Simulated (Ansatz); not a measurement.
Here is the system:

Starting cell, AlRu (CsCl type):

```yaml
crystal:
  lattice:
    - [2.97635, 0.00000, 0.00000]
    - [0.00000, 2.97635, 0.00000]
    - [0.00000, 0.00000, 2.97635]
  atoms:
    - { symbol: Al, position: [0.00000, 0.00000, 0.00000] }
    - { symbol: Ru, position: [0.50000, 0.50000, 0.50000] }
```

In this cell atom 1 (Al, nearest neighbour Ru at 2.578 Å; its periodic images, 3.0 Å or more away, move with it) is moved by s along Cartesian z, unit vector (0.000, 0.000, 1.000); all other atoms and the cell stay fixed.

Computed with PBEsol (plane waves to 420 eV, PAW, scalar-relativistic; Ansatz, a first-principles code). k mesh 13×13×13 (Γ-centred), Fermi-Dirac smearing 0.05 eV. E stands for the smeared free energy. With partly filled bands, energies and forces of such displacements shift with the k mesh and the smearing. AlRu is run without spin polarisation. AlRu was relaxed with its symmetry unable to fall. ΔE is measured from the undisplaced structure.

The scan covers s from -0.770 to 0.770 Å in 11 points.

### Question
Is the energy the same for equal positive and negative displacements?

### Answer
Even: the same for both signs. With its periodic images moving along, the atom's site symmetry in this cell is m-3m.

### Question
What force acts on the atom along the line at s = -0.770 Å?

### Answer
4.88 eV/Å.

### Question
What is the force constant k = d²E/ds² of this move at s = 0?

### Answer
8.07 eV/Å².

### Question
With two atoms in the cell this is the zone-centre optical mode. What wavenumber follows?

### Answer
321 cm⁻¹.

(For displaced atoms, the force is minus the slope of the energy, and its curvature is a force constant, which sets phonon frequencies.)
